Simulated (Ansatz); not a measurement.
Input:

PbSe:
```cif
data_PbSe
_chemical_formula_sum 'Pb1 Se1'
_space_group_name_H-M_alt 'P 1'
_space_group_IT_number 1
_cell_length_a 4.39622
_cell_length_b 4.39622
_cell_length_c 4.39622
_cell_angle_alpha 60.000
_cell_angle_beta 60.000
_cell_angle_gamma 60.000
loop_
_space_group_symop_operation_xyz
  'x, y, z'
loop_
_atom_site_label
_atom_site_type_symbol
_atom_site_fract_x
_atom_site_fract_y
_atom_site_fract_z
_atom_site_occupancy
Pb1 Pb 0.50000 0.50000 0.50000 1
Se1 Se 0.00000 0.00000 0.00000 1
```

This is the PBE-relaxed structure.

All from PBE (plane waves, PAW; program Ansatz), unless another level is named. Estimate the band gap.

0.43 eV (direct).

And the formation energy from the elements (no fitted shifts)?

-0.56 eV/atom.

Predict the weight of the conduction-edge state by species (Voronoi cells).

Pb 64 %, Se 36 %.

Space group Fm-3m (rock salt). The cell was relaxed with PBE under the symmetry of its start. The references are the lowest solids computed at this level, not always the standard phases. Scalar-relativistic: spin–orbit coupling is off unless named, which matters more the heavier the elements.

Potentials: the later of the program's two PAW sets.
